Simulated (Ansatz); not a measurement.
## Stationary points along a deformation path in Rh

All numbers below come from Ansatz, DFT LDA, scalar-relativistic, plane waves, PAW. The runs took a 420 eV cutoff, a Γ-centred 24×24×24 mesh and Gaussian smearing (0.15 eV). No spin polarisation. Energies are free energies at this smearing, counted from the undisturbed cell; pressure is positive in compression.

Reference structure (as given, not relaxed at this level; it stands at -11.2 GPa):

```xyz
1
Lattice="0.0000 1.9016 1.9016 1.9016 0.0000 1.9016 1.9016 1.9016 0.0000" Properties=species:S:1:pos:R:3 pbc="T T T"
Rh    0.0000    0.0000    0.0000
```

At fixed volume and fractional coordinates, lengths along (0.000, 0.000, 1.000) are scaled against those across it; ρ is that ratio over its starting value. V = 13.752 Å³/atom. Δσ is the stress along the axis less the mean stress across it (compression positive).

| ρ | ΔE (meV/atom) | Δσ (GPa) | space group |
| --- | --- | --- | --- |
| 0.650 | 324.5 | -19.88 | I4/mmm |
| 0.707 | 382.7 | -0.05 | Im-3m |
| 0.780 | 300.1 | 25.90 | I4/mmm |
| 0.850 | 156.9 | 28.95 | I4/mmm |
| 0.920 | 46.3 | 18.46 | I4/mmm |
| 0.960 | 11.6 | 9.76 | I4/mmm |
| 1.000 | 0.0 | 0.00 | Fm-3m |
| 1.050 | 17.2 | -12.41 | I4/mmm |
| 1.100 | 66.0 | -24.16 | I4/mmm |
| 1.200 | 230.8 | -40.24 | I4/mmm |
| 1.300 | 440.8 | -51.98 | I4/mmm |
| 1.414 | 728.0 | -67.93 | I4/mmm |
| 1.500 | 978.0 | -80.12 | I4/mmm |

Q: How does the stress give the slope of the energy, and where is the energy stationary?

A: Along the path d ln(length) is 2/3 d ln ρ on the axis and −1/3 d ln ρ across it, so dE/d ln ρ = −(2/3) V Δσ: the energy falls with ρ where Δσ is positive. Δσ vanishes or changes sign at ρ = 0.707 (Im-3m), a maximum at 382.7 meV/atom; at ρ = 1.000 (Fm-3m), a minimum at 0.0 meV/atom. Pairs of stationary points between two samples would go unseen, and could change a minimum read from distant neighbours into a maximum. At ρ = 0.707, 1.000 the cell is cubic, where symmetry alone makes the stress isotropic and the slope zero.

Q: Which shear constant sets the curvature at ρ = 1?

A: For a cubic crystal E/V = (2/3) C (ln ρ)² with C = C′ = (C11 − C12)/2, so Δσ = −2C ln ρ. The parabola of Δσ against ln ρ through ρ = 0.960, 1 and 1.050 gives C ≈ 123 GPa with the ions clamped, rough because the steps are large. It is the stress–strain coefficient at this cell's pressure of -11.2 GPa, not the zero-pressure constant.

Q: Integrate that slope from ρ = 1 to 0.850 by the trapezoid rule.

A: With V/N in Å³ and 1 eV/Å³ = 160.2 GPa the slopes at ρ = 1.000, 0.960, 0.920, 0.850 are 0, -558, -1056, -1657 meV/atom per unit of ln ρ. The steps add 11.4 + 34.4 + 107.4 = 153.1 meV/atom, against 156.9 from the energies; the trapezoid rule misses the curvature of the slope within each step.

In a metal these slopes depend on the k mesh and the smearing.

Cost: 13 runs of about 5 core-minutes in all, on AMD EPYC (Zen 3) (shared hosts).